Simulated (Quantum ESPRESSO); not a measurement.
AlAs (zinc blende, space group F-43m, No. 216) has an indirect gap of 1.34 eV with PBEsol (pw.x of Quantum ESPRESSO, ONCV potentials, scalar-relativistic). After an isotropic strain (on all lattice vectors, atoms relaxed) the gap is indirect, 1.26 eV.

### Question
Which strain was applied?
(A) -0.7 %
(B) +1 %
(C) -1.5 %
(D) +2 %
(E) -3 %

### Answer
C, -1.5 %. Gaps found: -3 %: 1.17 eV (indirect); -1.5 %: 1.26 eV (indirect); -0.7 %: 1.30 eV (indirect); 0 %: 1.34 eV (indirect); 1 %: 1.39 eV (indirect); 2 %: 1.43 eV (near tie).

Spin-orbit coupling is not included.
